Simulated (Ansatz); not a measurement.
# Collinear states of CuO2

Method: Ansatz 0.2.0, DFT r2SCAN+U, scalar-relativistic, plane waves, PAW.

```
Cu O
1.0
     1.41261   -5.21075    0.00000
     1.41261    5.21075    0.00000
     0.00000    0.00000    4.34342
Cu O
2 4
Direct
  0.83275 0.16725 0.25000
  0.16725 0.83275 0.75000
  0.44851 0.55149 0.25000
  0.55149 0.44851 0.75000
  0.21103 0.78897 0.25000
  0.78897 0.21103 0.75000
```

| Property | Result |
| --- | --- |
| plane-wave cutoff | 500 eV |
| Γ-centred k-mesh | 14×14×8 |
| occupation rule | Gaussian smearing, 0.1 eV |
| U_eff on Löwdin-orthogonalised atomic d orbitals | Cu 4 eV |
| list of starting moments (μB, in atom order) | 1 1 0 0 0 0 |
| check for lower electronic states after the SCF | on |

All runs keep this geometry, which isn't relaxed for the lowest state (largest force there 0.611 eV/Å, pressure -4.8 GPa) and needn't be a stable compound; relaxing each order would shift the differences by some 6 meV/atom, going by the pressures and a bulk modulus of about 150 GPa. The small starts are 0.5 0.5 0 0 0 0 μB. r2SCAN tends to overstate moments in metals, so a weak moment here may be absent in the real material. Site moments are spin moments in atom-centred spheres that scale with the neighbour distance. The states are those that the runs reached from these starts; a lower one can exist. No antiferromagnetic start is among these.

| start | ends | energy above lowest (meV/atom) | site moments (μB) | gap on mesh (eV) | P (GPa) |
| --- | --- | --- | --- | --- | --- |
| no spin | non-magnetic | 58.3 | none over 0.05 | metal | -7.2 |
| ferromagnetic | ferromagnetic | 0.00 | O +0.58 (×2), O +0.36 (×2) | metal | -4.8 |
| small parallel starting moments | ferromagnetic | 0.00 | O +0.58 (×2), O +0.36 (×2) | metal | -4.8 |

2 further runs of this set didn't finish or converge.

Cost: 3 runs of about 24 core-minutes in all, on Oxide Virtual Turin-like Processor (Zen 5) (shared hosts).